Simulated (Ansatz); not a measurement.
A scan (energy against volume; even scaling of the relaxed cell, symmetry kept) gave these values. Level of theory: PBE (plane waves to 420 eV, PAW, scalar-relativistic; Ansatz, a program for electronic structure).

* **Bulk modulus at fixed cell shape B₀ (third-order Birch-Murnaghan fit)**: 230 GPa
* **Pressure derivative B₀′ (fit)**: 4.0
* **Equilibrium volume of the fit**: 8.76 Å³/atom

Of these crystals, all scanned alike, which one is it?
A. ZnS (wurtzite)
B. Al₂O₃ (corundum)
C. Y (hcp, Mg type)

B, Al₂O₃ (corundum). The others have, for the bulk modulus at fixed cell shape: ZnS 69.1 GPa, Y 40.6 GPa

All were relaxed with their symmetry unable to fall. Y is run without spin polarisation. With the shape held, the modulus is that of even scaling; a crystal free to change shape is softer.

(Under strain, the slope of the energy per volume gives the stress and its curvature an elastic modulus.)
